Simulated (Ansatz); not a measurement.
Data:

InSb:
Space group P-6m2 (No. 187); a = 4.0987 Å, b = 4.0987 Å, c = 3.8537 Å, α = 90.00°, β = 90.00°, γ = 120.00°

```
atom  site  symmetry       x       y       z
----  ----  --------  ------  ------  ------
In      1a      -6m2  0.0000  0.0000  0.0000
Sb      1f      -6m2  0.6667  0.3333  0.5000
```

This is the PBEsol-relaxed structure.

All from PBEsol in the plane-wave PAW code Ansatz, unless another level is named. Predict the electronic character.

metallic (no gap).

Next, the formation energy from the elements (no fitted shifts)?

0.075 eV/atom.

Next, the density of states at the Fermi level?

0.55 states/eV per atom (mean over ±0.08 eV).

The cell is a constructed one: a structure type filled with these elements; neither database checked (COD, Materials Project) lists it. It is not the phase usual at ambient conditions (space group No. 216). The cell keeps a stress of up to 0.2 GPa. The PBEsol relaxation kept the symmetry of its start; of distortions, only those at the zone centre were tested. The references are the lowest solids computed at this level, not always the standard phases. Spin–orbit coupling is left out wherever it is not named.

Potentials: the later of the program's two PAW sets.
